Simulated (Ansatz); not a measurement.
The cell of HgH₃ is invented: random cell by space group and Wyckoff sites (P-6m2, No. 187). Its size is a rough estimate.

```cif
data_structure
_symmetry_space_group_name_H-M 'P-6m2'
_symmetry_Int_Tables_number 187
_cell_length_a 3.7204
_cell_length_b 3.7204
_cell_length_c 4.4736
_cell_angle_alpha 90.000
_cell_angle_beta 90.000
_cell_angle_gamma 120.000
_cell_volume 53.63
loop_
_atom_site_label
_atom_site_type_symbol
_atom_site_symmetry_multiplicity
_atom_site_Wyckoff_symbol
_atom_site_fract_x
_atom_site_fract_y
_atom_site_fract_z
_atom_site_occupancy
Hg1 Hg 1 a 0.00000 0.00000 0.00000 1
H1 H 3 k 0.81476 0.18524 0.50000 1
```

Method: DFT PBE, scalar-relativistic, plane waves, PAW in Ansatz. Cutoff 420 eV, Gaussian smearing, Γ-centred meshes. Cell and atoms relax first on a coarse mesh and then on a finer one. In between, the cell is made exact in the group found at 0.06 Å. In metals the finer mesh still leaves noise of several meV/atom or more. The steps can't lower the symmetry of their start. No spin polarisation.

A guess keeps its type if space group and coordination stay and the shape of the cell changes little (axis ratios within about 15 %, angles within 6°); the volume may change.

**Question.** Will the relaxed cell still be of the starting type?

**Answer.** It doesn't keep its type. The symmetry stays P-6m2 (No. 187). The volume per atom shrinks by 20.4 %, from 13.4 to 10.7 Å³. The shortest distance goes from 1.65 Å (H–H) to 1.29 Å (H–H). The ratio c/a of the conventional cell changes by a factor of 1.79. Counting neighbours within 15 % of an atom's shortest distance, the start has H 2, Hg 6 and the end H 2, Hg 12. In detail, at the end Hg is surrounded by 6 Hg at 2.84 Å and 6 H at 3.19 Å; H is surrounded by 2 H at 1.29 Å, 2 H at 1.55 Å, 4 H at 2.46 Å, 6 H at 2.84 Å and 2 Hg at 3.19 Å (long contacts).

```yaml
crystal:
  lattice:
    - [2.83948, 0.00000, 0.00000]
    - [-1.41974, 2.45906, 0.00000]
    - [0.00000, 0.00000, 6.11700]
  atoms:
    - { symbol: Hg, position: [0.00000, 0.00000, 0.00000] }
    - { symbol: H, position: [0.81758, 0.18242, 0.50000] }
    - { symbol: H, position: [0.81758, 0.63516, 0.50000] }
    - { symbol: H, position: [0.36484, 0.18242, 0.50000] }
```

The last run used an 18×18×8 mesh (in the run's order of axes) for its 4-atom cell and Gaussian smearing of 0.10 eV. No dispersion correction is applied, so the spacing and binding between layers, chains or molecules are poorly described. These runs have no spin–orbit coupling, which can matter for Hg. The cell is a metal run without spin; a magnetic state may lie lower. Symmetry constrained the relaxation, so the result can be a saddle point. Another cell of HgH3 relaxed alike, in Pm-3m, lies 0.68 eV/atom lower, so this cell isn't the stable form at this level.
